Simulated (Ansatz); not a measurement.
Is this Y₂TaN₃ structure a true minimum?

It was reached by relaxing an invented guess, and it needn't be the stable form of this composition.

Method: Ansatz, DFT PBE, scalar-relativistic, plane waves, PAW. Cutoff 420 eV; k points 12×12×6 on the computed 6-atom cell (Γ-centred); Gaussian smearing, width 0.10 eV; no spin polarisation.

The cell below (6 atoms, space group P-3m1 (No. 164)) is relaxed within its symmetry.

```
Y Ta N
1.0
     3.31946    0.00000    0.00000
    -1.65973    2.87474    0.00000
     0.00000    0.00000    8.18312
Y Ta N
2 1 3
Direct
  0.33333 0.66667 0.67444
  0.66667 0.33333 0.32556
  0.00000 0.00000 0.00000
  0.00000 0.00000 0.50000
  0.33333 0.66667 0.14187
  0.66667 0.33333 0.85813
```

For the test a repeat of it with 12 atoms (edges 3.32, 3.32, 16.37 Å) was strained at random (σ = 1.5 % a component), the atoms were moved at random (σ = 0.15 Å), and all was relaxed again on a coarse 6×6×2 mesh (in the run’s order of axes) with 0.20 eV smearing, with no symmetry imposed.

Spin–orbit coupling, which can matter for Ta, is left out.

Question: Does it come back?

Answer: It returns, within 1 meV/atom of the unmoved cell on that mesh and with the same symmetry when read at 0.1 Å. So it is stable against the distortions that fit this cell and that this random move excites. Modes that don't fit the cell aren't tested.
